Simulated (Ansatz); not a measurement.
MoSi₂ (MoSi2 type, space group I4/mmm)

```
MoSi2
1.0
   -1.59521     1.59521     3.91055
    1.59521    -1.59521     3.91055
    1.59521     1.59521    -3.91055
Mo Si
1 2
Direct
  0.00000   0.00000   0.00000
  0.33508   0.33508   0.00000
  0.66492   0.66492   0.00000
```

This relaxed cell (volume V₀) is scaled evenly in all directions, its shape held. The atoms relax within the cell's symmetry.

Level of theory: PBEsol (plane waves to 420 eV, PAW, scalar-relativistic; Ansatz, a first-principles code). k mesh 20×20×20 (Γ-centred), Fermi-Dirac smearing 0.05 eV. E stands for the smeared free energy. Compression counts positive. With the shape held, the modulus is that of even scaling; a crystal free to change shape is softer. MoSi2 is run without spin polarisation. MoSi2 was relaxed with its symmetry unable to fall. The PAW data are Ansatz's earlier set. The zero of ΔE is the relaxed starting cell. The last digit holds for this mesh only.

| V (Å³/atom) | ΔE (meV/atom) |
|---|---|
| 12.472 | 36.7 |
| 12.605 | withheld |
| 12.737 | 15.7 |
| 12.870 | 8.7 |
| 13.003 | 3.8 |
| 13.136 | 0.9 |
| 13.268 | 0.0 |
| 13.401 | 0.9 |
| 13.534 | 3.5 |
| 13.666 | 7.8 |
| 13.799 | 13.6 |
| 13.932 | 20.8 |
| 14.064 | 29.5 |

**Question.** Fit a third-order Birch-Murnaghan form (E₀, V₀, B₀, B₀′ free) to the given rows and predict ΔE at V = 12.605.

**Answer.** Least squares on the 12 given rows: ΔE = E₀ + (9V₀B₀/16)·y²·[2 + (B₀′ − 4)y], y = (V₀/V)^(2/3) − 1, with V₀ = 13.268 Å³/atom, B₀ = 219.9 GPa (160.2 GPa = 1 eV/Å³; the term in eV is multiplied by 1000), B₀′ = 4.44, E₀ = 0.00 meV/atom; root-mean-square residual 0.03 meV/atom. At 12.605 the fit gives 24.9 meV/atom; the calculation gives 25.0 meV/atom, so the interpolation is off by -0.1 (-0.4 %). For the pressure the fit gives 12.6 GPa against the computed 12.6 GPa.

(Under strain, the slope of the energy per volume gives the stress and its curvature an elastic modulus.)
